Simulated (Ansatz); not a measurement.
ZrO$_{2}$ (tetragonal-ZrO2 type, space group P4_2/nmc)

```
ZrO2
1.0
    3.60134     0.00000     0.00000
    0.00000     3.60134     0.00000
    0.00000     0.00000     5.22804
Zr O
2 4
Cartesian
  0.00000   0.00000   0.00000
  1.80067   1.80067   2.61402
  0.00000   1.80067   1.02885
  0.00000   1.80067   3.64287
  1.80067   0.00000   1.58517
  1.80067   0.00000   4.19919
```

The slice is a (010) plane (indices of the conventional cell) through the point (0.500, 0.000, 0.303) (fractional), spanned by u = [100] and v = [001] in vectors of this cell: u (3.60 Å) and v (5.23 Å, at 90° to u). It covers one period; positions are fractions (u, v).

Method: r2SCAN (plane waves to 500 eV, PAW, scalar-relativistic; Ansatz, a first-principles code). k mesh 9×9×7. Inside the PAW spheres the values are not all-electron values, and peaks at nuclei hang on which shells count as valence. This is a high-temperature form of ZrO2. ZrO2 is run without spin polarisation. ZrO2 was relaxed with its symmetry unable to fall.

Three fields on this plane, each scaled to ten steps between its own extremes (0 low, 9 high; the total valence density on a logarithmic scale, the potential cut 8 eV below its top; x marks points blanked near nuclei; v = 0 in the bottom row):

Map A
```
|xxxxxx75433333457xxxxx|
|xxxxxx75444444457xxxxx|
|xxxxx7665666665667xxxx|
|xxxx876678888876678xxx|
|xxx776789xxxxx987677xx|
|7766668xxxxxxxxx866667|
|5555679xxxxxxxxx976555|
|555568xxxxxxxxxxx86555|
|655568xxxxxxxxxxx86555|
|777678xxxxxxxxxxx87677|
|xxx888xxxxxxxxxxx888xx|
|xxxx889xxxxxxxxx988xxx|
|xxxxx99xxxxxxxxx99xxxx|
|xxxxxx89xxxxxxx98xxxxx|
|xxxxxx8789xxx9878xxxxx|
|xxxxxx76667776667xxxxx|
|xxxxxx76555555567xxxxx|
|xxxxxx65433333456xxxxx|
|xxxxx7643222223467xxxx|
|xxxx765322111223567xxx|
|xxx76543211111234567xx|
|7766543211101112345667|
|5554432110000011234455|
|5544332110000011233445|
|6554432110000011234455|
|7766543210000012345667|
|xxx76542100000124567xx|
|xxxx765321000123567xxx|
|xxxxx7543110113457xxxx|
|xxxxxx64321112346xxxxx|
|xxxxxx75321112357xxxxx|
|xxxxxx75432223457xxxxx|
```

Map B
```
|xxxxxx76544344567xxxxx|
|xxxxxx54210001245xxxxx|
|xxxxx4310000000134xxxx|
|xxxx430000000000034xxx|
|xxx530000xxxxx000035xx|
|7765100xxxxxxxxx001567|
|8864000xxxxxxxxx000468|
|886300xxxxxxxxxxx00368|
|875200xxxxxxxxxxx00257|
|765200xxxxxxxxxxx00256|
|xxx200xxxxxxxxxxx002xx|
|xxxx000xxxxxxxxx000xxx|
|xxxxx00xxxxxxxxx00xxxx|
|xxxxxx00xxxxxxx00xxxxx|
|xxxxxx0000xxx0000xxxxx|
|xxxxxx10000000001xxxxx|
|xxxxxx43100000134xxxxx|
|xxxxxx65432223456xxxxx|
|xxxxx7876655566787xxxx|
|xxxx899887777788998xxx|
|xxx89999988888999998xx|
|7789999999999999999987|
|8889999999999999999988|
|8888999999999999999888|
|8888899999999999998888|
|7778899999999999998877|
|xxx78999999999999987xx|
|xxxx799999999999997xxx|
|xxxxx8999999999998xxxx|
|xxxxxx99999999999xxxxx|
|xxxxxx89888788898xxxxx|
|xxxxxx78776667787xxxxx|
```

Map C
```
|xxxxxx00112221100xxxxx|
|xxxxxx01123332110xxxxx|
|xxxxx0012456542100xxxx|
|xxxx000136898631000xxx|
|xxx000013xxxxx310000xx|
|0000000xxxxxxxxx000000|
|0000000xxxxxxxxx000000|
|000001xxxxxxxxxxx10000|
|000012xxxxxxxxxxx21000|
|000012xxxxxxxxxxx21000|
|xxx001xxxxxxxxxxx100xx|
|xxxx001xxxxxxxxx100xxx|
|xxxxx00xxxxxxxxx00xxxx|
|xxxxxx01xxxxxxx10xxxxx|
|xxxxxx0136xxx6310xxxxx|
|xxxxxx01357775310xxxxx|
|xxxxxx01234443210xxxxx|
|xxxxxx00122222100xxxxx|
|xxxxx0000111110000xxxx|
|xxxx000000000000000xxx|
|xxx00000000000000000xx|
|0000000000000000000000|
|0000000000000000000000|
|0000000000000000000000|
|0000000000000000000000|
|0000000000000000000000|
|xxx00000000000000000xx|
|xxxx000000000000000xxx|
|xxxxx0000000000000xxxx|
|xxxxxx00000000000xxxxx|
|xxxxxx00000000000xxxxx|
|xxxxxx00001110000xxxxx|
```

Q: Assign the maps to these fields: density of the lowest conduction band (whole band as if filled, smooth part); valence electron density; electrostatic potential energy of an electron, from the cell's mean.

A: A is the valence electron density; B is the electrostatic potential energy of an electron, from the cell's mean; C is the density of the lowest conduction band (whole band as if filled, smooth part).
